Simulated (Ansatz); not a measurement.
## Relaxing a structure of BiB

The start is a relaxed BiB cell, doubled along one cell vector, shaken by Gaussian noise of σ = 0.08 Å a coordinate. The structure is fully relaxed (lattice and positions, P = 0) with r2SCAN (plane waves to 500 eV, PAW, scalar-relativistic; Ansatz, an electronic-structure program). First-step values are on the input's coarse k-mesh.

Ansatz input (later rounds restart from its end on a renewed k-mesh):
Ansatz 0.2 input:
```yaml
crystal:
  lattice:
    - [3.7474293684, 0, 0]
    - [-3.7474293684, 6.4907380638, 0]
    - [0, 0, 6.1384417486]
  atoms:
    - { symbol: B, position: [0.0295146418, 0.0092953656, -0.0221639232] }
    - { symbol: B, position: [-0.0593612435, 0.4707930954, 0.0085998311] }
    - { symbol: B, position: [0.0343817443, -0.0101325666, 0.5136669737] }
    - { symbol: B, position: [-0.0052218512, 0.4837469511, 0.5011037403] }
    - { symbol: Bi, position: [0.346768842, 0.3325163599, 0.255669727] }
    - { symbol: Bi, position: [0.3699775198, 0.8392563481, 0.230576802] }
    - { symbol: Bi, position: [0.6967962173, 0.1758396592, 0.7306438511] }
    - { symbol: Bi, position: [0.675131112, 0.6809611002, 0.7285989614] }
basis: { ecutwfc: 500, ecutrho_ratio: 4, xc_grid: 4, fft_grid_basis: typed }
kpoints: { mp_grid: { grid: [7, 4, 4] } }
hamiltonian:
  xc: r2scan
  dispersion: none
  pseudopotentials: { kind: paw }
scf: { occupations: { method: fermi_dirac, width: 0.05 } }
relax: { f_tol: 0.01, max_steps: 100, cell: { stress_tol: 0.02 } }
output: { forces: true, stress: true }
```

```yaml
largest_initial_force: 0.99 eV/Å, on Bi8 (atoms numbered as listed)
relative_to_the_parent: "It does not go back: it reaches P4₂/mnm (No. 136), AFLOW prototype AB_tP8_136_g_f (as in BeO), 0.47 eV/atom below the parent"
Shortest distances (start → end): "The closest pairs of elements (up to four, under 3.6 Å), start → end: B–Bi 2.41 → 2.36 Å; B–B 2.85 → 3.34 Å; Bi–Bi 3.60 → 3.46 Å"
band_gap_at_the_end: 0.18 eV, indirect (valence top at Γ, conduction bottom at A) (no spin-orbit coupling)
optimiser_moves: 34
```

Relaxed structure:

Space group P4₂/mnm (No. 136); a = b = 6.7090 Å, c = 3.8771 Å, α = β = γ = 90.00°

```
atom  site  symmetry       x       y       z
----  ----  --------  ------  ------  ------
B       4g      m.2m  0.3238  0.3238  0.5000
Bi      4f      m.2m  0.1821  0.1821  0.0000
```

Final values are on a 7×7×12 k-mesh of the relaxed cell. No spin polarisation in the result. Without spin-orbit coupling the bands of the heavy element are not split, so the gap can be far off.

The relaxed structure here is a generated cell of BiB: the first start was made by placing the elements on the sites of a structure type, and the end was not matched to a known phase here, so it may be hypothetical.
